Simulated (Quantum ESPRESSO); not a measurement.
**Band energies of BaO**

```
BaO
1.0
    3.74341     0.00000     0.00000
   -1.87171     3.24189     0.00000
    0.00000     0.00000     6.53307
O Ba
2 2
Direct
  0.00000   0.00000   0.50000
  0.00000   0.00000   0.00000
  0.33333   0.66667   0.25000
  0.66667   0.33333   0.75000
```

PBEsol (Quantum ESPRESSO, PseudoDojo norm-conserving, 84 Ry, without SOC); path ΓMKΓALHA,LM,KH; energies in eV from the valence-band maximum.

| k (1/Å) | point | band 12 | band 13 | band 14 | band 15 | band 16 | band 17 | band 18 | band 19 |
|---|---|---|---|---|---|---|---|---|---|
| 0.00 | Γ | -1.03 | -1.03 | -0.98 | -0.98 | -0.02 | 3.34 | 3.84 | 4.19 |
| 0.54 |  | -1.32 | -1.00 | -0.99 | -0.53 | -0.19 | 2.86 | 4.83 | 5.67 |
| 0.97 | M | -1.54 | -1.19 | -0.61 | -0.23 | -0.01 | 2.45 | 4.87 | 5.19 |
| 1.08 |  | -1.51 | -1.18 | -0.61 | -0.27 | -0.06 | 2.56 | 4.95 | 5.15 |
| 1.53 | K | -1.06 | -0.83 | -0.81 | -0.81 | -0.78 | 4.26 | 4.26 | 6.36 |
| 1.64 |  | -0.97 | -0.94 | -0.92 | -0.72 | -0.59 | 3.96 | 4.45 | 6.17 |
| 2.20 |  | -1.39 | -1.30 | -0.81 | -0.63 | -0.30 | 3.12 | 4.69 | 4.99 |
| 2.65 | Γ | -1.03 | -1.03 | -0.98 | -0.98 | -0.02 | 3.34 | 3.84 | 4.19 |
| 2.77 |  | -1.04 | -1.04 | -0.99 | -0.99 | -0.14 | 3.47 | 3.87 | 4.26 |
| 3.13 | A | -1.31 | -1.04 | -1.04 | -1.04 | -1.04 | 4.10 | 4.10 | 5.77 |
| 3.34 |  | -1.34 | -1.01 | -1.01 | -0.89 | -0.89 | 4.04 | 4.04 | 5.57 |
| 3.88 |  | -1.19 | -0.99 | -0.99 | -0.89 | -0.89 | 3.77 | 3.77 | 5.63 |
| 4.10 | L | -1.16 | -1.09 | -1.09 | -0.88 | -0.88 | 3.81 | 3.81 | 5.60 |
| 4.43 |  | -1.81 | -0.96 | -0.96 | -0.16 | -0.16 | 4.27 | 4.27 | 5.69 |
| 4.66 | H | -1.98 | -0.88 | -0.88 | 0.00 | 0.00 | 4.79 | 4.79 | 5.45 |
| 4.94 |  | -1.77 | -0.94 | -0.94 | -0.19 | -0.19 | 4.14 | 4.14 | 5.70 |
| 5.40 |  | -1.35 | -0.96 | -0.96 | -0.76 | -0.76 | 3.93 | 3.93 | 5.41 |
| 5.78 | A | -1.31 | -1.04 | -1.04 | -1.04 | -1.04 | 4.10 | 4.10 | 5.77 |
| 5.78 | L | -1.16 | -1.09 | -1.09 | -0.88 | -0.88 | 3.81 | 3.81 | 5.60 |
| 6.26 | M | -1.54 | -1.19 | -0.61 | -0.23 | -0.01 | 2.45 | 4.87 | 5.19 |
| 6.26 | K | -1.06 | -0.83 | -0.81 | -0.81 | -0.78 | 4.26 | 4.26 | 6.36 |
| 6.74 | H | -1.98 | -0.88 | -0.88 | 0.00 | 0.00 | 4.79 | 4.79 | 5.45 |

The PBEsol gap is 2.45 eV and nearly direct: the edges lie at H and M, the smallest direct gap within 0.02 eV of it. Another valence extremum on the path lies within 0.02 eV, too close to call.

Geometry relaxed with PBEsol.

This is not the ordinary phase of the substance; no match was found in the copy of COD used, and its stability was not checked.
